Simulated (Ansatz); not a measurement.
**One run on Ni₃Ge (Pm-3m): total moment held at 0.9 μB**

All numbers below come from DFT, LDA, all-electron LAPW, scalar-relativistic in Ansatz 0.2.0.

Command: `ansatz run input.yaml --threads 2 --pin off --max-ram 6144MiB --backend cpu --events-out ev --progress --plain --runs-dir out`

```yaml
crystal:
  lattice:
    - [3.5303341067, 0.0, 0.0]
    - [0.0, 3.5303341067, 0.0]
    - [0.0, 0.0, 3.5303341067]
  atoms:
    - { symbol: Ni, position: [0.5, 0.0, 0.5], spin: 0.3 }
    - { symbol: Ni, position: [0.0, 0.5, 0.5], spin: 0.3 }
    - { symbol: Ni, position: [0.5, 0.5, 0.0], spin: 0.3 }
    - { symbol: Ge, position: [0.0, 0.0, 0.0] }
magnetization:
  spin_polarized: true
  initial_magnetization: 0.9
  spin_locking: { lock_magnetization: hard }
kpoints:
  mp_grid: { grid: [8, 8, 8] }
scf:
  occupations: { method: fermi_dirac, width: 0.05 }
  lower_state_search: "off"
hamiltonian:
  xc: lda
  pseudopotentials: { kind: all_electron, lapw: { basis_error: 0.001 } }
output:
  forces: true
  stress: true
  eigenvalues: false
```

Log:

```
settings of this run that can trade accuracy for cost: output.eigenvalues: false. Do not mix this run's numbers with those of runs without the same settings; the input reference describes each key
LAPW: plane waves up to 8.996 Å⁻¹, error target 1.0e-3 eV per atom; small_component_spin mean_spin; Ni in spheres of 1.248 Å, 18 of its electrons in bands, Dirac shells []; Ge in spheres of 1.248 Å, 22 of its electrons in bands, Dirac shells [] (how accurate: hamiltonian.pseudopotentials.lapw.basis_error, Limitations)
Engine: ansatz 0.2.0
Pseudopotentials: kind: all_electron
Pseudopotential: Ni, LAPW, valence charge 18, lapw/all_electron/scalar/gaussian/Ni, Koelling and Harmon's equation, gaussian nucleus
Pseudopotential: Ge, LAPW, valence charge 22, lapw/all_electron/scalar/gaussian/Ge, Koelling and Harmon's equation, gaussian nucleus
Functional definition: SPW92
  exchange = slater_x
  correlation = pw_c
Crystal: 4 atoms, lattice volume = 43.999 Å³
Basis set: ecut = 308.33093484201254 eV, 515 PW (Γ), exchange–correlation at level 2
Bands: 47, of which v1, the nominal top of the filled ones, is band 38 counted from 1 (37 counted from 0)
Symmetry: 48 space group operations
Space group: Pm-3m (ITA 221), of the structure as read, at distance tolerance 3.5e-5 Å
Magnetic group: BNS 221.92 (UNI 1594), of the structure as read, at distance tolerance 3.5e-5 Å
k-points: 35 of 512
Non-local potential: Ni, projectors of the file, none
Non-local potential: Ge, projectors of the file, none
Initial density: superposition of atomic densities (chi_scale 0.1, normalization cell)
Starting moments: Σ|m| = 0.9 μB on 3 of 4 sites
Initial wavefunctions: plane waves of lowest kinetic energy (no species holds an atomic orbital)
Functional: x = slater, c = lda
iter 1 solved again at ethr=2.23e-3 eV; its pass at ethr=1.00e-1 eV (dr2=1.69e0 eV) is discarded
SCF iter   1: F=—  HF=-180989.192834 eV  |F-HF|=—  |Δ(HF+E_count)|=         —  Δρ=2.23e-2 (↑2.06e-2 ↓2.23e-2)  dr2=1.69e0  dr2_m=3.49e-4  M=0.900 μB ∫|m|=0.900 μB  β_m=0.30  ethr=2.23e-3  ⟨swp⟩=2.0  Hψ=23036  notcnv=0
preconditioner: auto → Kerker (q_TF=auto, 2.988 Å⁻¹)  [metal: Δε(μ)=0.008 eV  Ē_g=14.319 eV  σ=0.050 eV  W_gap=0.04  n_scr=18 (ndim 8)  ℏωp=37.1 eV  f_vac=0.000  D(μ)=3.69/eV (n_scr^D=32)]
spin=Collinear: Kerker preconditioning applied to the charge; magnetization (m = ρ↑ − ρ↓) channel mixes plain (no charge-response kernel on spin).
SCF iter   2: F=—  HF=-180988.640235 eV  |F-HF|=—  |Δ(HF+E_count)|=   5.53e-1  Δρ=8.01e-3 (↑7.96e-3 ↓8.01e-3)  dr2=1.99e-1  dr2_m=2.44e-4  M=0.900 μB ∫|m|=0.916 μB  β_m=0.27  ethr=2.22e-3  ⟨swp⟩=2.0  Hψ=9888  notcnv=0
SCF iter   3: F=—  HF=-180988.426108 eV  |F-HF|=—  |Δ(HF+E_count)|=   2.14e-1  Δρ=9.99e-3 (↑9.99e-3 ↓9.86e-3)  dr2=3.95e-1  dr2_m=8.97e-5  M=0.900 μB ∫|m|=0.912 μB  β_m=0.36  ethr=2.61e-4  ⟨swp⟩=2.0  Hψ=9846  notcnv=0
SCF iter   4: F=—  HF=-180988.304777 eV  |F-HF|=—  |Δ(HF+E_count)|=   1.21e-1  Δρ=5.50e-3 (↑5.50e-3 ↓5.35e-3)  dr2=1.24e-1  dr2_m=3.73e-5  M=0.900 μB ∫|m|=0.927 μB  β_m=0.45  ethr=2.61e-4  ⟨swp⟩=2.0  Hψ=9871  notcnv=0
SCF iter   5: F=—  HF=-180988.267742 eV  |F-HF|=—  |Δ(HF+E_count)|=         —  Δρ=2.20e-3 (↑2.20e-3 ↓2.12e-3)  dr2=1.97e-2  dr2_m=6.85e-6  M=0.900 μB ∫|m|=0.944 μB  β_m=0.57  ethr=1.64e-4  ⟨swp⟩=2.0  Hψ=9798  notcnv=0
the basis was enlarged: its passes take 1010.7 KiB over the memory plan, 2 of 2 planned eigensolver slots
iter 6 solved again at ethr=2.57e-6 eV; its pass at ethr=2.59e-5 eV (dr2=1.95e-3 eV) is discarded
SCF iter   6: F=—  HF=-180988.262577 eV  |F-HF|=—  |Δ(HF+E_count)|=   5.17e-3  Δρ=6.92e-4 (↑6.92e-4 ↓6.45e-4)  dr2=1.95e-3  dr2_m=4.71e-7  M=0.900 μB ∫|m|=0.953 μB  β_m=0.63  ethr=2.57e-6  ⟨swp⟩=2.0  Hψ=16066  notcnv=0
SCF iter   7: F=—  HF=-180988.262106 eV  |F-HF|=—  |Δ(HF+E_count)|=   4.71e-4  Δρ=1.87e-4 (↑1.75e-4 ↓1.87e-4)  dr2=8.90e-5  dr2_m=1.52e-7  M=0.900 μB ∫|m|=0.955 μB  β_m=0.81  ethr=2.56e-6  ⟨swp⟩=2.0  Hψ=9324  notcnv=0
SCF iter   8: F=—  HF=-180988.262081 eV  |F-HF|=—  |Δ(HF+E_count)|=   2.47e-5  Δρ=3.61e-5 (↑3.32e-5 ↓3.61e-5)  dr2=1.76e-6  dr2_m=4.71e-8  M=0.900 μB ∫|m|=0.954 μB  β_m=0.91  ethr=1.17e-7  ⟨swp⟩=2.0  Hψ=9326  notcnv=0
SCF iter   9: F=—  HF=-180988.262081 eV  |F-HF|=—  |Δ(HF+E_count)|=   8.51e-8  Δρ=1.09e-5 (↑1.09e-5 ↓8.14e-6)  dr2=1.33e-7  dr2_m=5.53e-9  M=0.900 μB ∫|m|=0.953 μB  β_m=0.95  ethr=2.32e-9  ⟨swp⟩=2.1  Hψ=9339  notcnv=0
SCF iter  10: F=-180988.262081 eV  HF=-180988.262081 eV  |F-HF|=1.06e-8  |Δ(HF+E_count)|=   6.34e-8  Δρ=1.68e-6 (↑1.62e-6 ↓1.68e-6)  dr2=3.08e-9  dr2_m=3.63e-11  M=0.900 μB ∫|m|=0.953 μB  ethr=1.75e-10  ⟨swp⟩=2.0  Hψ=9327  notcnv=0
SCF 1 converged in 10 iterations: F = -180988.262081 eV  dr2 = 3.08e-9
SCF converged after 10 iterations
Stability checked in part: among states of this total moment the steps that led to this state did not find it unstable. No probe was made; neither looks for a lower state of another moment (fixed_total_moment; see scf.lower_state_search)
Magnetization: 0.9000 μB (38.4500 up, 37.5500 down)
Absolute magnetization: 0.9533 μB (∫|ρ↑−ρ↓|)
Spin contamination: 0.0046 ħ² per cell (⟨S²⟩ above its minimum at these occupations)
Per-site moments (μB) at R_I (Å): [(0.3034629365363539, 1.2481615747517951), (0.3034629365363539, 1.2481615747517951), (0.3034629365363539, 1.2481615747517951), (0.005141493287785792, 1.2481615747517951)]
Free energy (F): -180988.262081 eV
Harris-Foulkes:  -180988.262081 eV  (|F-HF|=1.06e-8)
Internal energy: -180988.234617 eV  (E = F + TS)
E sigma→0 (E₀):  -180988.248349 eV
Entropy (-TS):   -0.027464 eV (-6.866 meV/atom)
Fermi energy:    19.288983 (↑ 19.567575, ↓ 19.010392) eV
--- Per-component energies (eV) ---
  E_band       = -1629.368209
  E_kinetic    = 184088.244090
  E_xc         = -7084.148378
  E_electrostatic = -357992.330328  (all electrons and nuclei)
  E_smearing   = -0.027464  (= −TS)
  E_closure    = 0.000000  (closes the sum)
  E_atoms      = -180957.023542  (free atoms, spherical and without spin; not in F)
  Σ components = -180988.262081   (vs F -180988.262081, Δ=0.00e0)
  Basis errors (estimates in eV, not in F): energy 2.2e-4 per atom: plane waves 2.0e-4 (1.0e-4 summed), levels above the bands 1.0e-94, relativity 3.1e-9, radial functions 2.4e-5, core shells 4.0e-10; eigenvalues (radial functions only) 7.2e-7; not estimated: angular momenta, meshes, grids; target (lapw.basis_error) 1.0e-3; muffin-tin radii Ni 1.248 Å, Ge 1.248 Å
--- Forces (eV/Å), atoms counted from 1 ---
  atom   1  Ni    -0.00000000    -0.00000000     0.00000000
  atom   2  Ni     0.00000000    -0.00000000     0.00000000
  atom   3  Ni     0.00000000     0.00000000     0.00000000
  atom   4  Ge    -0.00000000    -0.00000000     0.00000000
  max |Σ_I F_I| component: 3.29e-30 eV/Å
--- Stress (GPa, compression-positive) ---
       -6.800720       0.000000       0.000000
        0.000000      -6.800720       0.000000
        0.000000       0.000000      -6.800720
  P = ⅓ Tr σ = -6.8007 GPa (-68.007 kbar)
settings of this run that can trade accuracy for cost: output.eigenvalues: false. Do not mix this run's numbers with those of runs without the same settings; the input reference describes each key
```

Site moments (μB): Ni1 0.30, Ni2 0.30, Ni3 0.30, Ge4 0.01. Cell moment 0.90 μB.

The magnetic group in the log treats spin as a scalar label, without spin–orbit coupling.

The Ansatz runs typed with the search for lower states off end where their start leads. The magnetic state is the one that this cell and start allow. It needn't be the compound's measured order, which may need a larger cell or be absent.

It took 35 s on 2 threads of Arm Neoverse V1, on a shared host, peak memory 0.71 GiB.
